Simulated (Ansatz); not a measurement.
ZnCu (CsCl type, Pm-3m), a = b = c = 2.9076 Å, α = β = γ = 90.00°.

Relaxed with PBEsol.

### Question
Decompose the optical modes at the zone centre into irreducible representations, and say which are infrared and Raman allowed.

### Answer
Point group m-3m: Γ_opt = T1u. Infrared: T1u. Raman: none.

### Question
Assign frequencies (DFPT, PBEsol in the plane-wave PAW code Ansatz).

### Answer
T1u 211 cm⁻¹.

The cell was relaxed with PBEsol under the symmetry of its start. No spin polarisation was allowed. As this level gives no gap, phonon frequencies hold no LO–TO term and depend on the k-mesh and smearing (Fermi–Dirac, 0.1 eV here).

Potentials: the earlier of the program's two PAW sets. The files were generated under PBE; for other functionals the program regenerates the frozen cores, and for LDA and PBEsol the local potential too.
